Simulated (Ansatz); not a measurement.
Molecular dynamics on a 2×2×1 supercell (16 atoms) of TlLaS2 (ordering on rocksalt), relaxed with r2SCAN. Forces come from PBE in the plane-wave code Ansatz: constant energy and volume (NVE), velocities drawn at 2200 K, steps of 1.5 fs. Spin polarisation is off, nuclei are classical, and the run is far too short for thermal averages. The structure comes from a prototype and may be hypothetical.

```yaml
crystal:
  lattice:
    - [8.5636852803, 0.0, 0.0]
    - [0.0, 8.5636852803, 0.0]
    - [0.0, 0.0, 5.9412961672]
  atoms:
    - { symbol: Tl, position: [0.0, 0.0, 0.0] }
    - { symbol: S, position: [0.0, 0.0, 0.5] }
    - { symbol: La, position: [0.25, 0.25, 0.5] }
    - { symbol: S, position: [0.25, 0.25, 0.0] }
    - { symbol: Tl, position: [0.0, 0.5, 0.0] }
    - { symbol: S, position: [0.0, 0.5, 0.5] }
    - { symbol: La, position: [0.25, 0.75, 0.5] }
    - { symbol: S, position: [0.25, 0.75, 0.0] }
    - { symbol: Tl, position: [0.5, 0.0, 0.0] }
    - { symbol: S, position: [0.5, 0.0, 0.5] }
    - { symbol: La, position: [0.75, 0.25, 0.5] }
    - { symbol: S, position: [0.75, 0.25, 0.0] }
    - { symbol: Tl, position: [0.5, 0.5, 0.0] }
    - { symbol: S, position: [0.5, 0.5, 0.5] }
    - { symbol: La, position: [0.75, 0.75, 0.5] }
    - { symbol: S, position: [0.75, 0.75, 0.0] }
kpoints:
  mp_grid: { grid: [2, 2, 2] }
hamiltonian:
  xc: pbe
scf:
  occupations: { method: fermi_dirac, width: 0.19 }
md:
  ensemble: nve
  temperature: 2200
  timestep: 1.5
  n_steps: 20
  initial_velocities: maxwell_boltzmann
  seed: 9061
```

Run as `ansatz run input.yaml --threads 4 --pin off --max-ram 3686MiB --backend cpu --events-out ev --progress --plain --runs-dir out`. It took 2.4 min on 4 threads of Arm Neoverse N1, with other jobs on the host; peak host memory 1.6 GiB.

Problem. How do temperature and energy develop?

Solution. The temperature goes from 2200 K to 1118 K in 30 fs. The atoms start on their lattice sites with kinetic energy alone, so much of it first passes into potential energy. The conserved energy stays within 0.07 meV an atom. By the last step the atoms have moved 0.27 Å in the root mean square, the drift of the whole cell taken out, 0.50 Å at most.
```tsv
step	t (fs)	T (K)	free energy F from step 0 (meV/atom)	kinetic energy (meV/atom)	largest force (eV/Å)
0	0	2200	0.0	266.6	0.00
1	1.5	2197	0.4	266.2	0.11
2	3	2188	1.5	265.1	0.22
3	4.5	2173	3.3	263.3	0.34
4	6	2151	5.9	260.7	0.46
5	7.5	2124	9.3	257.3	0.59
6	9	2090	13.4	253.2	0.72
7	10.5	2049	18.3	248.3	0.86
8	12	2003	23.9	242.7	1.00
9	13.5	1950	30.3	236.3	1.15
10	15	1891	37.4	229.2	1.30
11	16.5	1828	45.1	221.5	1.46
12	18	1759	53.5	213.1	1.62
13	19.5	1685	62.4	204.2	1.78
14	21	1608	71.8	194.8	1.93
15	22.5	1528	81.5	185.1	2.09
16	24	1445	91.5	175.2	2.23
17	25.5	1362	101.5	165.1	2.37
18	27	1279	111.6	155.0	2.50
19	28.5	1197	121.5	145.1	2.61
20	30	1118	131.2	135.5	2.71
```

Positions (Å) and forces (eV/Å) at step 20:
```
Tl  -0.026   0.004   0.036    -0.013   0.210   0.724
S   -0.232   0.027   3.310     0.765  -0.414  -1.079
La   2.249   2.027   2.915    -0.783   0.662   0.388
S    2.132   2.053   0.219    -0.175   0.318  -0.380
Tl   0.001   4.403  -0.044    -0.451  -0.606   0.150
S   -0.394   4.133   2.977     1.296   1.176  -0.170
La   2.143   6.403   3.089    -0.249  -0.021  -0.213
S    1.883   6.334  -0.104     0.763   0.558   0.174
Tl   4.442  -0.036   0.012    -1.042   0.702   0.847
S    4.451   0.333   3.307    -1.590  -1.975  -0.966
La   6.329   2.126   2.994     0.985   0.737  -1.327
S    6.375   2.260  -0.358     0.146  -0.234   1.565
Tl   4.372   4.177  -0.087    -0.429   0.199  -0.484
S    4.332   4.295   2.668    -0.623   0.305   0.706
La   6.291   6.503   2.981     0.468  -0.409   0.084
S    6.206   6.655  -0.018     0.933  -1.211  -0.018
```

Overlapping bands make a metal at that level, for which these meshes are coarse; small forces, stresses and energy differences are uncertain. A small overlap in a semilocal functional can be an artefact that a hybrid or GW lifts.
